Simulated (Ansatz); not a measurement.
Input and command of a plane-wave DFT calculation in Ansatz:

```yaml
crystal:
  lattice:
    - [4.5441761468, 0.0747629588, 0.0366433208]
    - [-2.2073414519, 3.9190166653, -0.0005071014]
    - [0.052881601, 0.029686173, 6.6437419937]
  atoms:
    - { symbol: Si, position: [0.8838549871, 0.7155715161, 0.4956148685] }
    - { symbol: Si, position: [0.1655628872, 0.8486479832, 0.8365023129] }
    - { symbol: Si, position: [0.6906473145, 0.8437857702, 0.1684336202] }
    - { symbol: Si, position: [0.1972518045, 0.3335567678, 0.4744932122] }
    - { symbol: Si, position: [0.8233067352, 0.132313261, 0.8360849943] }
    - { symbol: Si, position: [0.3534703659, 0.1885170475, 0.1879561098] }
    - { symbol: W, position: [-0.0241246265, 0.488264787, 0.1734019795] }
    - { symbol: W, position: [0.4565565776, 0.4878625191, 0.837358924] }
    - { symbol: W, position: [0.4534739545, -0.038519652, 0.4901539786] }
basis:
  ecutwfc: 500
kpoints:
  mp_grid: { grid: [12, 12, 6] }
hamiltonian:
  xc: r2scan
scf:
  occupations: { method: gaussian, width: 0.03 }
output:
  forces: true
  stress: true
  eigenvalues: true
```

```bash
ansatz run input.yaml --threads 2 --pin off --max-ram 5120MiB --backend cpu --events-out ev --progress --plain --runs-dir out
```

Processor: Intel(R) Xeon(R) 6975P-C (Granite Rapids), 2 threads, on a host shared with other jobs.

**Question.** How long does it run, and how much memory does it take?

**Answer.** About 110 s on 2 threads of Intel(R) Xeon(R) 6975P-C (Granite Rapids), with other jobs on the host, peak memory 2.1 GiB. It solves 42 bands at 436 k points (the mesh reduced by symmetry) with about 3053 plane waves, in 8 SCF iterations.
